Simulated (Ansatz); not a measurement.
The start is a generated cell, HfN built in the NbAs structure type. The structure is fully relaxed (lattice and positions, P = 0) with PBEsol (plane waves to 420 eV, PAW, scalar-relativistic; Ansatz, a first-principles code). First-step values are on the input's coarse k-mesh.

Ansatz input (later rounds restart from its end on a renewed k-mesh):
Ansatz 0.2 input:
```yaml
crystal:
  lattice:
    - [-1.486885, 1.486885, 5.033861]
    - [1.486885, -1.486885, 5.033861]
    - [1.486885, 1.486885, -5.033861]
  atoms:
    - { symbol: Hf, position: [0.5, 0.5, 0] }
    - { symbol: Hf, position: [0.25, 0.75, 0.5] }
    - { symbol: N, position: [0.916, 0.916, 0] }
    - { symbol: N, position: [0.666, 0.166, 0.5] }
basis: { ecutwfc: 420, ecutrho_ratio: 4, xc_grid: 2, fft_grid_basis: typed }
kpoints: { mp_grid: { grid: [11, 11, 11] } }
hamiltonian:
  xc: pbesol
  dispersion: none
  pseudopotentials: { azcp: { folder: ./paw }, kind: paw }
scf: { occupations: { method: fermi_dirac, width: 0.05 } }
relax: { f_tol: 0.01, max_steps: 100, cell: { stress_tol: 0.02 } }
output: { forces: true, stress: true }
```

Q: What is the largest force in the starting geometry, and on which atom (counted from 1)?

A: About 0.7 eV/Å, on Hf1, Hf2, N3, N4 (atoms numbered as listed).

Q: How much energy is released per atom?

A: 0.09 eV/atom.

Q: How does the volume per atom move from start to end?

A: +5.3 %, from 11.13 to 11.72 Å³/atom.

Q: How do the shortest distances between atoms change?

A: The closest pairs of elements (up to four, under 3.6 Å), start → end: Hf–N 2.24 → 2.25 Å; N–N 2.92 → 2.96 Å; Hf–Hf 2.92 → 2.96 Å.

Q: What band gap does the relaxed structure have at this level?

A: Zero (metallic).

Q: Give the final cell and atomic positions.

A: 
Space group I4₁md (No. 109); a = b = 2.9553 Å, c = 10.7344 Å, α = β = γ = 90.00°

```json
[
 {"atom": "Hf", "site": "4a", "symmetry": "2mm.", "x": "0.0000", "y": "0.0000", "z": "0.7541"},
 {"atom": "N", "site": "4a", "symmetry": "2mm.", "x": "0.0000", "y": "0.0000", "z": "0.1619"}
]
```
(The calculation used a cell of 4 atoms; values per cell refer to that cell.)

The space group stays I4₁md (No. 109) (the run could not lower it), with 4 atoms in the primitive cell. Final values are on a 22×22×22 k-mesh of the relaxed cell. No spin polarisation in the result.

The run could not lose the symmetry of its start: the end is stationary, and may be a saddle point rather than a minimum.

The relaxed structure here is a generated cell of HfN: the first start was made by placing the elements on the sites of a structure type, and the end was not matched to a known phase here, so it may be hypothetical. Known forms of HfN include space group No. 225.
